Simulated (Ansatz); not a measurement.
Cu3Au:
```yaml
crystal:
  lattice:
    - [3.71304, 0.00000, 0.00000]
    - [0.00000, 3.71304, 0.00000]
    - [0.00000, 0.00000, 3.71304]
  atoms:
    - { symbol: Cu, position: [0.00000, 0.50000, 0.50000] }
    - { symbol: Cu, position: [0.50000, 0.00000, 0.50000] }
    - { symbol: Cu, position: [0.50000, 0.50000, 0.00000] }
    - { symbol: Au, position: [0.00000, 0.00000, 0.00000] }
```

Relaxed with PBEsol. Special points in fractions of this cell's reciprocal vectors: Γ (0.000, 0.000, 0.000); X (0.000, 0.500, 0.000); M (0.500, 0.500, 0.000); R (0.500, 0.500, 0.500).

List the band energies nearest the Fermi level at these points for PBEsol with spin–orbit coupling (plane waves, PAW; program Ansatz).

In eV from the Fermi level; about four levels below and three above (degenerate sets whole), none deeper than 8.9 eV; points with the same levels are listed once.

```json
[
 {"k": "Γ", "below": "-1.36 -1.36 -1.36 -1.36 -1.18 -1.18", "above": "0.57 0.57 1.24 1.24 1.24 1.24"},
 {"k": "X", "below": "-1.59 -1.59 -1.41 -1.41", "above": "5.26 5.26 6.07 6.07"},
 {"k": "M", "below": "-0.53 -0.53 -0.43 -0.43", "above": "0.35 0.35 8.57 8.57"},
 {"k": "R", "below": "-1.06 -1.06 -1.06 -1.06", "above": "2.51 2.51 4.12 4.12 4.12 4.12"}
]
```

Space group Pm-3m (Cu3Au type). The cell was relaxed with PBEsol under the symmetry of its start. No spin polarisation was allowed.

Potentials: the earlier of the program's two PAW sets. The files were generated under PBE; for other functionals the program regenerates the frozen cores, and for LDA and PBEsol the local potential too.
